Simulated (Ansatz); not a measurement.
LaBi (rock salt)

```cif
data_Bi4La4
_chemical_formula_sum 'La4 Bi4'
_space_group_name_H-M_alt 'Fm-3m'
_space_group_IT_number 225
_space_group_name_Hall '-F 4 2 3'
_cell_length_a 6.66227
_cell_length_b 6.66227
_cell_length_c 6.66227
_cell_angle_alpha 90.000
_cell_angle_beta 90.000
_cell_angle_gamma 90.000
loop_
_atom_site_label
_atom_site_type_symbol
_atom_site_symmetry_multiplicity
_atom_site_Wyckoff_symbol
_atom_site_fract_x
_atom_site_fract_y
_atom_site_fract_z
_atom_site_occupancy
La1 La 4 b 0.50000 0.50000 0.50000 1
Bi1 Bi 4 a 0.00000 0.00000 0.00000 1
```
(The calculation used a cell of 2 atoms; values per cell refer to that cell.)

Two coordinates are scanned: the volume, and the ratio of the stretch along z (the conventional c axis) to the stretch across it. Atoms keep their fractional coordinates.

Method: r2SCAN (plane waves to 500 eV, PAW, scalar-relativistic; Ansatz, a quantum-chemistry and plane-wave program). k mesh 12×12×12 (Γ-centred), Fermi-Dirac smearing 0.05 eV. E stands for the smeared free energy. With partly filled bands, the response to shear is sensitive to the k mesh, so small differences along c/a are uncertain. LaBi is run without spin polarisation. LaBi was relaxed with its symmetry unable to fall. Spin-orbit coupling is left out, though Bi is heavy. The last digit holds for this mesh only.

Changes of ΔE (meV/atom) from the point V/V₀ = 1.000, (c/a)/(c/a)₀ = 1.000 when one coordinate moves alone (two changes are said to add if the coupling is within 5 % of the smaller one, nearly so within 20 %):

| point | change |
|---|---|
| V/V₀ = 1.000, (c/a)/(c/a)₀ = 0.880 | 160.4 |
| V/V₀ = 1.000, (c/a)/(c/a)₀ = 0.920 | 63.7 |
| V/V₀ = 1.000, (c/a)/(c/a)₀ = 0.960 | 14.4 |
| V/V₀ = 0.920, (c/a)/(c/a)₀ = 1.000 | 43.0 |
| V/V₀ = 0.947, (c/a)/(c/a)₀ = 1.000 | 18.2 |
| V/V₀ = 0.973, (c/a)/(c/a)₀ = 1.000 | 4.3 |
| V/V₀ = 1.027, (c/a)/(c/a)₀ = 1.000 | 4.0 |
| V/V₀ = 1.053, (c/a)/(c/a)₀ = 1.000 | 15.3 |
| V/V₀ = 1.080, (c/a)/(c/a)₀ = 1.000 | 32.9 |
| V/V₀ = 1.000, (c/a)/(c/a)₀ = 1.040 | 12.0 |
| V/V₀ = 1.000, (c/a)/(c/a)₀ = 1.080 | 44.5 |
| V/V₀ = 1.000, (c/a)/(c/a)₀ = 1.120 | 93.5 |

Question: Do the two effects add at V/V₀ = 0.920, (c/a)/(c/a)₀ = 1.080? Give the computed change.

Answer: The sum of the single changes is 43.0 + (44.5) = 87.5; the calculation gives 103.3, so the coupling contributes 15.8 (over 20 % of the smaller single change, not additive).

Question: What is the change at V/V₀ = 1.080, (c/a)/(c/a)₀ = 0.960, where both move, and how far is it from the sum?

Answer: The sum of the single changes is 32.9 + (14.4) = 47.3; the calculation gives 43.4, so the coupling contributes -3.9 (over 20 % of the smaller single change, not additive).

(Under strain, the slope of the energy per volume gives the stress and its curvature an elastic modulus.)
